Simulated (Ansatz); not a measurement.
NbAg (rock salt, space group No. 225), plane-wave PAW PBEsol (Ansatz code), all energies at zero smearing, with the estimated change up to a 700 eV cutoff added, with one set of potentials and settings (totals compare only within such a set). Cell of 2 atoms (1 Ag, 1 Nb): -12015.402 eV.

```csv
element,reference phase,E (eV/atom)
Ag,"P6_3/mmc, 4 atoms in the cell",-7522.3024
Nb,"Im-3m, 1 atoms in the cell",-4495.4840
```

Formation energy per atom, worked out: (-12015.402 − 1×(-7522.3024) − 1×(-4495.4840))/2 = 1.192 eV/atom (115 kJ per mol of atoms), at 0 K, without zero-point energy or fitted corrections.

Space group Fm-3m (rock salt). The start of the workflow was typed in or built on a structure type; neither database checked (COD, Materials Project) lists it. Its standing as an ambient phase is unchecked. Symmetry was held in the PBEsol relaxation. At this level the phase is mechanically unstable. No spin polarisation was allowed. Its formation energy is positive at this level, so the cell may be metastable or incomplete. The references are the lowest solids computed at this level, not always the standard phases.

Potentials: the earlier of the program's two PAW sets. The files were generated under PBE; for other functionals the program regenerates the frozen cores, and for LDA and PBEsol the local potential too.
